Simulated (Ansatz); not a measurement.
# Pressure series of CsH (Fm-3m)

```
Cs H
1.0
     3.18800    3.18800    0.00000
    -3.18800    3.18800    0.00000
     0.00000    3.18800    3.18800
Cs H
1 1
Direct
  0.00000 0.00000 0.00000
  0.50000 0.50000 0.00000
```

This is the zero-pressure cell under r²SCAN. Cell and atoms are relaxed by PAW (default files of Ansatz 0.2.0, cutoff 500 eV, stress met within about 0.05 GPa) at each pressure, in this structure whether or not another phase would take over; P is the pressure reached, less that of this cell. Levels come from r²SCAN, PAW on Ansatz 0.2.0's default frozen-core files (fitted under PBE), scalar-relativistic; k mesh 6×6×6, fixed occupations, cutoff 500 eV. Conduction levels are in eV over the valence top (at L), at fixed fractional wave vectors. Zone-centre phonons come from finite displacements by PAW, without the LO-TO term.

```
P (GPa)    V/V₀      L      X      Γ  T1u TO (cm⁻¹)
   0.00  1.0000  2.681  3.516  5.704          403.5
   1.97  0.8589  2.473  3.161  5.655          514.9
   3.98       ?      ?      ?      ?              ?
   6.96  0.6959  2.068  2.464  5.458          672.4
   9.98  0.6406  1.886  2.130  5.349          735.9
  14.98  0.5771  1.657  1.674  5.201          817.6
```

**Question.** Fit the third-order Birch-Murnaghan equation to the rows shown.

**Answer.** With f = [(V₀/V)^(2/3) − 1]/2, the normalised pressure F = P/[3f(1 + 2f)^(5/2)] is 9.6 GPa at f = 0.0534, 9.3 GPa at f = 0.1367, 9.2 GPa at f = 0.1728, 9.0 GPa at f = 0.2213. The line F = B₀[1 + (3/2)(B′ − 4)f] gives B₀ = 9.7 GPa and B′ = 3.8.

**Question.** What are the volume deformation potentials and pressure coefficients of these levels at zero pressure?

**Answer.** 

| level | dE/dlnV (eV) | dE/dP = −(dE/dlnV)/B₀ (meV/GPa) | mean slope up to 2.0 GPa (meV/GPa) |
| --- | --- | --- | --- |
| L | 1.03 | -105.7 | -105.1 |
| X | 1.86 | -191.2 | -179.5 |
| Γ | -0.01 | 1.5 | -24.6 |

dE/dlnV is the slope of a cubic fit in ln V at V₀. The last column is read from two rows and shows how the slope bends with pressure.

**Question.** What mode Grüneisen parameters follow?

**Answer.** γ = −d ln ω/d ln V at V₀ from a quadratic fit in ln V: T1u 1.67.

**Question.** Fill the row at 3.98 GPa.

**Answer.** The fits give V/V₀ = 0.7758 and L = 2.289 eV. Computed: V/V₀ = 0.7759, L = 2.291, X = 2.853, Γ = 5.577, T1u TO (cm⁻¹) = 590.4.

Caveats: no other phase was computed; many crystals of this kind change structure within this range, and rows or crossings beyond such a change describe a metastable lattice; frozen-core PAW files fitted under PBE, their cores solved anew for the functional of the run; no spin-orbit coupling on heavy atoms; semilocal gaps are low, and the spacing of valleys can be off by tenths of an eV; levels are read at fixed fractional k, so an edge that moves off these points is missed.
